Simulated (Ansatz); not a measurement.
# Pt: from a starting cell to a relaxed one

The start is a randomly generated symmetric cell of Pt (space group No. 123). The cell and all atomic positions are relaxed at zero pressure with PBEsol (plane waves to 420 eV, PAW, scalar-relativistic; Ansatz, a quantum-chemistry and plane-wave program). The first steps use a coarse 14×14×12 k-mesh.

Initial structure:
```
CELL_PARAMETERS angstrom
      2.33419     0.00000     0.00000
      0.00000     2.33419     0.00000
      0.00000     0.00000     2.80688
ATOMIC_POSITIONS crystal
  Pt 0.00000 0.00000 0.00000
```

Question: Does the structure survive the relaxation? Give the final space group.

Answer: The space group goes from P4/mmm (No. 123) to Pm-3m (No. 221); the end is simple cubic type, with 1 atom in the primitive cell.

Question: How does the volume change?

Answer: +13.2 %, from 15.29 to 17.32 Å³/atom.

Question: Write out the relaxed structure.

Answer: 
```cif
data_Pt
_chemical_formula_sum 'Pt1'
_space_group_name_H-M_alt 'Pm-3m'
_space_group_IT_number 221
_space_group_name_Hall '-P 4 2 3'
_cell_length_a 2.58717
_cell_length_b 2.58717
_cell_length_c 2.58717
_cell_angle_alpha 90.000
_cell_angle_beta 90.000
_cell_angle_gamma 90.000
loop_
_atom_site_label
_atom_site_type_symbol
_atom_site_symmetry_multiplicity
_atom_site_Wyckoff_symbol
_atom_site_fract_x
_atom_site_fract_y
_atom_site_fract_z
_atom_site_occupancy
Pt1 Pt 1 a 0.00000 0.00000 0.00000 1
```

Final values are on a 18×18×18 k-mesh of the relaxed cell. No spin polarisation in the result.

The run could not lose the symmetry of its start: the end is stationary, and may be a saddle point rather than a minimum.

The relaxed structure here is a generated cell of Pt: the first start was made by a random draw of sites in a space group, and the end was not matched to a known phase here, so it may be hypothetical. Known forms of Pt include space group No. 225.
